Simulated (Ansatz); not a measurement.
## Sn2GeO3 (Pm) at 2 levels of theory

One geometry, relaxed with PBE; plane waves with PAW potentials in Ansatz, scalar-relativistic. No spin polarisation. Gaps are the least over mesh and band path; pressure is positive in compression.

```cif
data_structure
_symmetry_space_group_name_H-M 'Pm'
_symmetry_Int_Tables_number 6
_cell_length_a 4.1403
_cell_length_b 3.5259
_cell_length_c 14.8762
_cell_angle_alpha 90.000
_cell_angle_beta 90.025
_cell_angle_gamma 90.000
_cell_volume 217.17
loop_
_atom_site_label
_atom_site_type_symbol
_atom_site_symmetry_multiplicity
_atom_site_Wyckoff_symbol
_atom_site_fract_x
_atom_site_fract_y
_atom_site_fract_z
_atom_site_occupancy
Sn1 Sn 1 b 0.97529 0.50000 0.07762 1
Sn2 Sn 1 b 0.01067 0.50000 0.40305 1
Sn3 Sn 1 b 0.01401 0.50000 0.74972 1
Sn4 Sn 1 a 0.51325 0.00000 0.59298 1
Ge1 Ge 1 a 0.55042 0.00000 0.25758 1
Ge2 Ge 1 a 0.43601 0.00000 0.93191 1
O1 O 1 a 0.02191 0.00000 0.99203 1
O2 O 1 a 0.96495 0.00000 0.31747 1
O3 O 1 a 0.01325 0.00000 0.66062 1
O4 O 1 b 0.49978 0.50000 0.00505 1
O5 O 1 b 0.48757 0.50000 0.33085 1
O6 O 1 b 0.51289 0.50000 0.68112 1
```

| level | cutoff (eV) | k mesh | gap (eV) | pressure (GPa) |
| --- | --- | --- | --- | --- |
| PBE | 420 | 8×8×2 | 0.86 | 0.0 |

Problem. What comes out on the same cell with r2SCAN?

Solution.
```csv
level,cutoff (eV),k mesh,gap (eV),pressure (GPa)
r2SCAN,500,8×8×2,1.10,-3.9
```

The cell holds layers, chains or molecules and no dispersion correction was added, so their binding is poorly described.

The cell was found from a structure generator's guess, not taken from experiment.
